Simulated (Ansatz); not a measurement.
## SrO (Fm-3m): the size of the finite step

```yaml
crystal:
  lattice:
    - [0.00000, 2.58031, 2.58031]
    - [2.58031, 0.00000, 2.58031]
    - [2.58031, 2.58031, 0.00000]
  atoms:
    - { symbol: Sr, position: [0.50000, 0.50000, 0.50000] }
    - { symbol: O, position: [0.00000, 0.00000, 0.00000] }
```

The conventional cell has a = 5.161 Å, b = 5.161 Å, c = 5.161 Å, α = 90.00°, β = 90.00°, γ = 90.00°. Sr (atom 1) is surrounded by 6 O at 2.58 Å. O (atom 2) has 6 Sr at 2.58 Å as nearest neighbours.

Level of theory, where no other is named: r²SCAN, PAW on Ansatz 0.2.0's default frozen-core files (fitted under PBE), scalar-relativistic. k mesh 8×8×8, strains of ±0.005, fixed occupations, cutoff 500 eV. The cell was relaxed by PAW under this functional.

(1) Elastic constants come from stresses at strains of ±0.005 (two-point stencil): C11 = 182.9, C12 = 48.8, C44 = 55.5 GPa. What does an amplitude of 0.02 give?

## Answers

(1) C11 = 184.4, C12 = 48.8, C44 = 55.5 GPa. Nothing moves by 1 %.

Caveats: frozen-core PAW files fitted under PBE, their cores solved anew for the functional of the run.
